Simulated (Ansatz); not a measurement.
A trial cell of Ni4Pt, before relaxation:

```yaml
crystal:
  lattice:
    - [2.54296, 0.00000, 0.00000]
    - [-1.27148, 2.20227, 0.00000]
    - [0.00000, 0.00000, 20.10359]
  atoms:
    - { symbol: Ni, position: [0.33333, 0.66667, 0.95000] }
    - { symbol: Ni, position: [0.33333, 0.66667, 0.15000] }
    - { symbol: Ni, position: [0.33333, 0.66667, 0.35000] }
    - { symbol: Ni, position: [0.33333, 0.66667, 0.55000] }
    - { symbol: Ni, position: [0.66667, 0.33333, 0.05000] }
    - { symbol: Ni, position: [0.66667, 0.33333, 0.45000] }
    - { symbol: Ni, position: [0.66667, 0.33333, 0.65000] }
    - { symbol: Ni, position: [0.66667, 0.33333, 0.85000] }
    - { symbol: Pt, position: [0.33333, 0.66667, 0.75000] }
    - { symbol: Pt, position: [0.66667, 0.33333, 0.25000] }
```

Computed with DFT PBE, scalar-relativistic, plane waves, PAW (Ansatz 0.2.0). Cutoff 420 eV, Gaussian smearing, Γ-centred meshes. Cell and atoms relax first on a coarse mesh and then on a finer one. In between, the cell is made exact in the group found at 0.06 Å. In metals the finer mesh still leaves noise of several meV/atom or more. The steps can't lower the symmetry of their start. Collinear spin, starting moments Ni 2.0 (×8) μB.

A guess keeps its type if space group and coordination stay and the shape of the cell changes little (axis ratios within about 15 %, angles within 6°); the volume may change.

Question: Will the relaxed cell still be of the starting type?

Answer: It keeps its type. The symmetry stays P6_3/mmc (No. 194). The volume per atom grows by 8.5 %, from 11.3 to 12.2 Å³. The shortest distance goes from 2.49 Å (Ni–Pt and Ni–Ni) to 2.47 Å (Ni–Ni). The ratio c/a of the conventional cell changes by a factor of 0.99. Counting neighbours within 15 % of an atom's shortest distance, the start has Ni 12, Pt 12 and the end Ni 12, Pt 12.

Energies over the elements count from the elements' standard structures at the same level, with no fitted energy shifts.

Question: At what energy does it end?

Answer: +0.07 eV/atom. It can't be a ground state, since the elements alone are lower.

The last run used collinear spin, an 18×18×2 mesh (in the run's order of axes) for its 10-atom cell and Gaussian smearing of 0.10 eV. Spin–orbit coupling, which can matter for Pt, is left out. The magnetic state reached may not be the lowest. A structure relaxed within its symmetry needn't be a true minimum.
